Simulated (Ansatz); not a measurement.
TaW3 (Cu3Au type, Pm-3m) under volume change, the program Ansatz at the PBEsol level (PAW), scaled uniformly.

```json
[
 {"V (Å³/atom)": "15.026", "E − E(relaxed) (meV/atom)": "(withheld)", "P (GPa)": "(withheld)"},
 {"V (Å³/atom)": "15.522", "E − E(relaxed) (meV/atom)": "55.5", "P (GPa)": "18.88"},
 {"V (Å³/atom)": "16.017", "E − E(relaxed) (meV/atom)": "13.2", "P (GPa)": "8.75"},
 {"V (Å³/atom)": "16.512", "E − E(relaxed) (meV/atom)": "0.0", "P (GPa)": "0.00"},
 {"V (Å³/atom)": "17.008", "E − E(relaxed) (meV/atom)": "12.0", "P (GPa)": "-7.57"},
 {"V (Å³/atom)": "17.503", "E − E(relaxed) (meV/atom)": "(withheld)", "P (GPa)": "(withheld)"},
 {"V (Å³/atom)": "17.998", "E − E(relaxed) (meV/atom)": "98.4", "P (GPa)": "-19.76"}
]
```

### Question
Some entries are withheld; supply them.

### Answer

- 17.503, E − E(relaxed) (meV/atom): 45.8
- 17.503, P (GPa): -14.12
- 15.026, E − E(relaxed) (meV/atom): 131.6
- 15.026, P (GPa): 30.62

### Question
What does a third-order Birch–Murnaghan fit give for V₀, B₀ and B′?

### Answer
V₀ = 16.51 Å³/atom, B₀ = 271 GPa, B′ = 3.9.

The cell is a constructed one: a structure type filled with these elements; neither database checked (COD, Materials Project) lists it. Whether it is the stable phase at ambient conditions was not checked. Symmetry was held in the PBEsol relaxation. At this level the phase is mechanically unstable. The run is not spin-polarised. Scalar-relativistic: spin–orbit coupling is off unless named, which matters more the heavier the elements.

Potentials: the earlier of the program's two PAW sets. The files were generated under PBE; for other functionals the program regenerates the frozen cores, and for LDA and PBEsol the local potential too.
